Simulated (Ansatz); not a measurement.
Ta₂O₅:
```cif
data_O10Ta4
_chemical_formula_sum 'Ta4 O10'
_space_group_name_H-M_alt 'Pbam'
_space_group_IT_number 55
_space_group_name_Hall '-P 2 2ab'
_cell_length_a 6.19562
_cell_length_b 7.32563
_cell_length_c 3.78672
_cell_angle_alpha 90.000
_cell_angle_beta 90.000
_cell_angle_gamma 90.000
loop_
_atom_site_label
_atom_site_type_symbol
_atom_site_symmetry_multiplicity
_atom_site_Wyckoff_symbol
_atom_site_fract_x
_atom_site_fract_y
_atom_site_fract_z
_atom_site_occupancy
Ta1 Ta 4 g 0.22404 0.38032 0.00000 1
O1 O 4 h 0.19826 0.34181 0.50000 1
O2 O 2 a 0.00000 0.00000 0.00000 1
O3 O 4 g 0.38948 0.13966 0.00000 1
```

Relaxed at zero pressure with the program Ansatz at the PBEsol level (PAW).

Question: The volume is raised by 9 % and shape and atoms relax at that volume. What pressure results, and how do the axes share the change?

Answer: -10.8 GPa; a 3.4 %, b 4.3 %, c 1.1 %; the energy rises by 48 meV/atom.

Question: Give the new structure.

Answer: 
Space group Pbam (No. 55); a = 6.405 Å, b = 7.643 Å, c = 3.827 Å, α = 90.00°, β = 90.00°, γ = 90.00°

```
atom  site  symmetry       x       y       z
----  ----  --------  ------  ------  ------
Ta      4g       ..m  0.2233  0.4025  0.0000
O       4h       ..m  0.2088  0.3586  0.5000
O       2a     ..2/m  0.0000  0.0000  0.0000
O       4g       ..m  0.3886  0.1398  0.0000
```

The phase is kept; no other phase was compared at this pressure.

The first step of the workflow began from a Materials Project structure, measured or hypothetical; the Crystallography Open Database copy checked does not list it. COD files the formula under space group No. 49. Whether it is the stable phase at ambient conditions was not checked. The PBEsol relaxation kept the symmetry of its start; whether a distortion lowers the energy is not shown. No spin polarisation was allowed. Scalar-relativistic: spin–orbit coupling is off unless named, which matters more the heavier the elements.

Potentials: the later of the program's two PAW sets.
